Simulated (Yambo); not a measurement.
Yambo run on K₂NaRhF₆ (space group Fm-3m, No. 225). The wavefunctions are norm-conserving PBEsol (Quantum ESPRESSO, 88 Ry, without SOC) ones on a 2×2×2 mesh (43 occupied bands); a = 6.024 Å, b = 6.024 Å, c = 6.024 Å, α = 60.00°, β = 60.00°, γ = 60.00°.

Yambo input:

```
rim_cut
gw0
dyson
el_el_corr
HF_and_locXC
cohsex
em1s
RandQpts= 1000000
RandGvec= 1 Ry
EXXRLvcs= 88 Ry
VXCRLvcs= 352 Ry
Chimod= "HARTREE"
% BndsRnXs
 6 | 299 |
%
NGsBlkXs= 8 Ry
% LongDrXs
 1.0 | 1.0 | 1.0 |
%
ExtendOut
% QPkrange
 3 | 3 | 43 | 44 |
%
```

k points by index: 3 = X.

Resulting energies as the program prints them:

```
#    K-point    Band    Eo [eV]    E [eV]    E-Eo [eV]    Vxc [eV]    Vnlxc [eV]    Sc|Eo [eV]    Re(Z)    Im(Z)
#
    3    43    0.000000    -3.461500    -3.461500    -23.22003    -29.66177    2.980237    1.000000    0.000000
    3    44    1.738024    3.130954    1.392930    -22.54012    -16.57741    -4.569780    1.000000    0.000000
```
(The two width columns are left out.) Convergence of these settings isn't established.

Geometry of the Materials Project entry, not relaxed at this level.
